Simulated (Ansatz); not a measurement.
ZrO$_{2}$ (fluorite)

```
CELL_PARAMETERS angstrom
      0.00000     2.55794     2.55794
      2.55794     0.00000     2.55794
      2.55794     2.55794     0.00000
ATOMIC_POSITIONS crystal
  Zr 0.00000 0.00000 0.00000
  O  0.25000 0.25000 0.25000
  O  0.75000 0.75000 0.75000
```

The relaxed cell is deformed in two ways at once: its volume V is scaled, and at that volume it is stretched along z (the c axis of the conventional cell) so that c/a changes. Fractional atomic positions are held.

Method: PBE (plane waves to 420 eV, PAW, scalar-relativistic; Ansatz, an electronic-structure program). k mesh 11×11×11 (Γ-centred), Fermi-Dirac smearing 0.05 eV. Compression counts positive. This is a high-temperature form of ZrO2. ZrO2 is run without spin polarisation. ZrO2 was relaxed with its symmetry unable to fall. 

| σzz − σxx (GPa) | V/V₀ = 0.920 | V/V₀ = 0.960 | V/V₀ = 1.000 | V/V₀ = 1.040 | V/V₀ = 1.080 |
|---|---|---|---|---|---|
| (c/a)/(c/a)₀ = 0.920 | … | 37.6 | 35.5 | 33.6 | 31.9 |
| (c/a)/(c/a)₀ = 0.960 | … | 18.3 | 17.4 | 16.5 | 15.7 |
| (c/a)/(c/a)₀ = 1.000 | 0.0 | 0.0 | 0.0 | 0.0 | 0.0 |
| (c/a)/(c/a)₀ = 1.040 | -18.7 | -17.8 | -16.9 | -16.0 | -15.3 |
| (c/a)/(c/a)₀ = 1.080 | -37.0 | -35.1 | -33.4 | -31.8 | -30.3 |

Question: Some entries are withheld; supply them.

Answer: 
- (c/a)/(c/a)₀ = 0.920, V/V₀ = 0.920: 39.8
- (c/a)/(c/a)₀ = 0.960, V/V₀ = 0.920: 19.4

(Under strain, the slope of the energy per volume gives the stress and its curvature an elastic modulus.)
